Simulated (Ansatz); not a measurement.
AlN:
```cif
data_Al2N2
_chemical_formula_sum 'Al2 N2'
_space_group_name_H-M_alt 'P63/mmc'
_space_group_IT_number 194
_space_group_name_Hall '-P 6c 2c'
_cell_length_a 3.27573
_cell_length_b 3.27573
_cell_length_c 4.10178
_cell_angle_alpha 90.000
_cell_angle_beta 90.000
_cell_angle_gamma 120.000
loop_
_atom_site_label
_atom_site_type_symbol
_atom_site_symmetry_multiplicity
_atom_site_Wyckoff_symbol
_atom_site_fract_x
_atom_site_fract_y
_atom_site_fract_z
_atom_site_occupancy
Al1 Al 2 d 0.66667 0.33333 0.25000 1
N1 N 2 c 0.33333 0.66667 0.25000 1
```

Relaxed with LDA.

Question: Give the optical modes at the zone centre with their infrared and Raman activity from DFPT, LDA in the plane-wave PAW code Ansatz.

Answer: Transverse frequencies, without the LO–TO term; a row sums one degenerate level.

```tsv
ω (cm⁻¹)	degeneracy	IR ((D/Å)²/amu)	Raman (Å⁴/amu)	activity	symmetry
285	1	48.42	0	IR	A2u
338	2	0.00	0.35	Raman	E2g
417	1	0.00	0	silent	B1g
685	2	64.22	0	IR	E1u
688	1	0.00	0	silent	B1g
701	2	0.00	16	Raman	E2g
```

Question: How high does the top mode go among those that the LO–TO term moves?

Answer: 935 cm⁻¹ for q along x, 935 cm⁻¹ for q along y, 801 cm⁻¹ for q along z.

Space group P6_3/mmc. The workflow started from a Materials Project entry (that database holds measured and hypothetical structures alike); the Crystallography Open Database copy checked does not list it. It is not the phase usual at ambient conditions (space group No. 186, 216). The cell was relaxed with LDA under the symmetry of its start; phonons on a q-mesh show no instability.

Potentials: the later of the program's two PAW sets.
